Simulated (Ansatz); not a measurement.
Theory: Ansatz, DFT PBE, scalar-relativistic, plane waves, PAW. All cells share a 420 eV cutoff and Γ-centred k meshes spaced about 0.3 Å⁻¹ or finer (0.25 for metals, 2π included). No spin polarisation.

This relaxed Al₄B₃Sb cell comes from a structure search over trial cells.

```yaml
crystal:
  lattice:
    - [1.76721, 1.02030, 10.15890]
    - [-1.76721, 1.02030, 10.15890]
    - [0.00000, -2.04059, 10.15890]
  atoms:
    - { symbol: Al, position: [0.73506, 0.73506, 0.73506] }
    - { symbol: Al, position: [0.86907, 0.86907, 0.86907] }
    - { symbol: Al, position: [0.26494, 0.26494, 0.26494] }
    - { symbol: Al, position: [0.13093, 0.13093, 0.13093] }
    - { symbol: B, position: [0.50000, 0.50000, 0.50000] }
    - { symbol: B, position: [0.56021, 0.56021, 0.56021] }
    - { symbol: B, position: [0.43979, 0.43979, 0.43979] }
    - { symbol: Sb, position: [0.00000, 0.00000, 0.00000] }
```

Task: Is this structure dynamically stable?

Result: As far as tested, yes. The phonons on a 2×2×1 q mesh of the computed 8-atom cell show no imaginary mode. (Phonon run: 10×10×4 k mesh, Gaussian smearing of 0.10 eV.) After random moves of the atoms it relaxes back. The optical modes at Γ run from 72 to 694 cm⁻¹, and the highest mode on the mesh lies at 700 cm⁻¹. Al on its first site has 3 B at 2.35 Å, 3 Al at 2.79 Å and 3 Sb at 2.92 Å; Al on its second site has 3 B at 2.17 Å, 3 B at 2.31 Å and 3 Al at 2.79 Å; around B on a site of symmetry -3m lie 2 B at 1.84 Å and 6 Al at 2.31 Å; around Sb lie 6 Al at 2.92 Å; 1 more site not described.

Spin–orbit coupling, which can matter for Sb, is left out. Phonons of metals hang on the k mesh and the smearing.
